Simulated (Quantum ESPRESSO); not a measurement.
**Band energies of AlP at -1.5 % isotropic strain**

```
CELL_PARAMETERS angstrom
      3.80330     0.00000     0.00000
     -1.90165     3.29376     0.00000
      0.00000     0.00000     6.24003
ATOMIC_POSITIONS crystal
  Al 0.33333 0.66667 0.00005
  Al 0.66667 0.33333 0.50005
  P  0.33333 0.66667 0.37495
  P  0.66667 0.33333 0.87495
```

PBEsol (pw.x of Quantum ESPRESSO, ONCV potentials, no spin-orbit coupling); path ΓMKΓALHA,LM,KH; energies in eV from the valence-band maximum.

```
k (1/Å)  point  band 4  band 5  band 6  band 7  band 8  band 9  band 10  band 11
-------  -----  ------  ------  ------  ------  ------  ------  -------  -------
0.00         Γ   -0.98   -0.98   -0.12    0.00    0.00    2.46     3.53     4.21
0.21             -1.85   -1.21   -0.77   -0.23   -0.11    3.05     3.96     4.15
0.53             -3.85   -2.87   -1.88   -0.94   -0.55    2.40     4.01     4.41
0.74             -4.21   -3.94   -2.20   -1.72   -0.80    1.94     3.46     4.13
0.95         M   -4.65   -3.73   -2.31   -2.21   -0.89    1.77     3.28     4.01
1.06             -4.64   -3.71   -2.53   -2.22   -1.10    2.11     3.19     4.13
1.39             -4.61   -4.21   -3.04   -2.52   -2.47    2.07     5.24     5.92
1.50         K   -4.75   -4.39   -2.78   -2.78   -2.61    1.97     6.12     6.28
1.61             -4.65   -4.17   -3.11   -2.50   -2.45    2.06     5.65     5.92
1.95             -3.86   -3.70   -2.75   -1.47   -1.30    3.21     4.25     4.78
2.28             -2.56   -1.82   -1.24   -0.40   -0.37    3.52     3.85     4.29
2.50             -1.25   -1.05   -0.24   -0.14   -0.03    2.70     3.69     4.13
2.61         Γ   -0.98   -0.98   -0.12    0.00    0.00    2.46     3.53     4.21
2.86             -1.38   -0.86   -0.86   -0.17   -0.17    2.68     4.08     4.31
3.11         A   -3.41   -0.54   -0.54   -0.54   -0.54    3.30     3.30     4.72
3.22             -3.41   -0.74   -0.74   -0.59   -0.59    3.49     3.49     4.62
3.43             -3.51   -1.71   -1.71   -0.92   -0.92    3.49     3.49     4.99
3.75             -4.78   -2.00   -2.00   -1.50   -1.50    2.53     2.53     4.04
3.96             -5.59   -1.78   -1.78   -1.70   -1.70    2.24     2.24     3.29
4.06         L   -5.71   -1.74   -1.74   -1.73   -1.73    2.21     2.21     3.18
4.28             -5.62   -2.64   -2.64   -1.46   -1.46    2.70     2.70     3.85
4.61         H   -5.45   -3.70   -3.70   -1.29   -1.29    3.06     3.06     4.60
4.80             -5.38   -3.40   -3.40   -1.39   -1.39    3.07     3.07     4.83
5.07             -4.61   -2.37   -2.37   -1.77   -1.77    3.47     3.47     5.02
5.35             -3.59   -1.82   -1.82   -1.17   -1.17    3.86     3.86     4.53
5.53             -3.41   -1.07   -1.07   -0.70   -0.70    3.75     3.75     4.45
5.72         A   -3.41   -0.54   -0.54   -0.54   -0.54    3.30     3.30     4.72
5.72         L   -5.71   -1.74   -1.74   -1.73   -1.73    2.21     2.21     3.18
6.02             -4.99   -3.22   -2.21   -1.79   -1.09    1.92     2.44     4.17
6.22         M   -4.65   -3.73   -2.31   -2.21   -0.89    1.77     3.28     4.01
6.22         K   -4.75   -4.39   -2.78   -2.78   -2.61    1.97     6.12     6.28
6.42             -5.05   -4.28   -2.88   -2.26   -2.26    2.50     4.67     4.67
6.72         H   -5.45   -3.70   -3.70   -1.29   -1.29    3.06     3.06     4.60
```

The PBEsol gap is indirect, 1.77 eV, from Γ to M; the smallest direct gap is 2.46 eV.

Geometry strained from the cell relaxed with PBEsol, atoms relaxed again.

This is not the ordinary phase of the substance; no match was found in the copy of COD used, and its stability was not checked.
